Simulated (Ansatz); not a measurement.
Sb:
```cif
data_Sb
_chemical_formula_sum 'Sb1'
_space_group_name_H-M_alt 'Pm-3m'
_space_group_IT_number 221
_space_group_name_Hall '-P 4 2 3'
_cell_length_a 3.08725
_cell_length_b 3.08725
_cell_length_c 3.08725
_cell_angle_alpha 90.000
_cell_angle_beta 90.000
_cell_angle_gamma 90.000
loop_
_atom_site_label
_atom_site_type_symbol
_atom_site_symmetry_multiplicity
_atom_site_Wyckoff_symbol
_atom_site_fract_x
_atom_site_fract_y
_atom_site_fract_z
_atom_site_occupancy
Sb1 Sb 1 a 0.00000 0.00000 0.00000 1
```

Relaxed with r²SCAN.

**Question.** Tabulate the valence density and the electron localisation function along the shortest Sb–Sb contact (3.09 Å), r²SCAN in the plane-wave PAW code Ansatz.

**Answer.** 

```
distance from Sb (Å)  density (e/Å³)   ELF
--------------------  --------------  ----
0.31                           10.93  0.04
0.46                            6.82  0.08
0.62                            3.45  0.19
0.77                            1.47  0.32
0.93                            0.68  0.41
1.08                            0.45  0.48
1.23                            0.34  0.55
1.39                            0.28  0.58
1.54                            0.27  0.58
1.70                            0.28  0.58
1.85                            0.34  0.55
2.01                            0.45  0.48
2.16                            0.68  0.41
2.32                            1.47  0.32
2.47                            3.45  0.19
2.62                            6.82  0.08
2.78                           10.93  0.04
```

The density is the valence pseudo-density with augmentation charge, so density and ELF within about 1 Å of a nucleus are not all-electron values.

The first step of the workflow began from a Materials Project structure, measured or hypothetical; the Crystallography Open Database files this formula in space group No. 221, but the cells were not matched. It is not the phase usual at ambient conditions (space group No. 166). The cell was relaxed with r²SCAN under the symmetry of its start; whether a distortion lowers the energy is not shown. Spin–orbit coupling is left out wherever it is not named.

Potentials: the earlier of the program's two PAW sets.
